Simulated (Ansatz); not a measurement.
According to DFT-PBE in the program Ansatz with PAW potentials, BAs in the CsCl type structure (Pm-3m) relaxes to a = 2.940 Å. B has 8 nearest neighbours from 2.55 Å (cubic). Its formation energy from the elements is 1.52 eV/atom, with no fitted shifts.

Electronic character: metallic (no gap). Gap from PBE with spin–orbit coupling: none (metallic).

The bulk modulus is 103 GPa.

The start of the workflow was typed in or built on a structure type; neither database checked (COD, Materials Project) lists it. It is not the phase usual at ambient conditions (space group No. 216). Symmetry was held in the PBE relaxation; its stability against distortions is not shown here. The volume moved by 31 % from the start of the relaxation. Its formation energy is positive at this level, so the cell may be metastable or incomplete. The references are the lowest solids computed at this level, not always the standard phases. Spin–orbit coupling is left out wherever it is not named.

Potentials: the later of the program's two PAW sets.
